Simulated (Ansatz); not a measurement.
VBiO4:
```
VBiO4
1.0
   -2.58310     2.58310     5.88960
    2.58310    -2.58310     5.88960
    2.58310     2.58310    -5.88960
Bi V O
2 2 8
Direct
  0.75000   0.25000   0.50000
  0.00000   0.00000   0.00000
  0.25000   0.75000   0.50000
  0.50000   0.50000   0.00000
  0.57723   0.96644   0.88750
  0.71644   0.32894   0.88921
  0.07894   0.68973   0.11250
  0.43973   0.82723   0.11079
  0.17277   0.28356   0.61250
  0.03356   0.92106   0.61079
  0.67106   0.56027   0.38750
  0.31027   0.42277   0.38921
```

Relaxed with PBE.

Q: Decompose the optical modes at the zone centre into irreducible representations, and say which are infrared and Raman allowed.

A: Point group 4/m: Γ_opt = 3Ag + 4Au + 5Bg + 3Bu + 5Eg + 4Eu. Infrared: Au, Eu. Raman: Ag, Bg, Eg.

Q: Assign frequencies (DFPT, PBE (plane waves, PAW; program Ansatz); without the LO–TO term).

A: Eg 51, Bg 54, Au 56, Eu 97, Bg 128, Eg 137, Eu 141, Ag 213, Eg 250, Bu 261, Au 267, Eu 325, Ag 329, Bg 335, Bg 369, Eg 376, Au 403, Bu 429, Eu 675, Eg 678, Au 687, Bg 715, Bu 780, Ag 792 cm⁻¹.

Subscripts of B labels follow the axes of the standard setting.

Space group I4_1/a. The cell was relaxed with PBE under the symmetry of its start. The workflow began spin-polarised and lost its moments. No Hubbard U is applied. Spin–orbit coupling is left out wherever it is not named.

Potentials: the later of the program's two PAW sets.
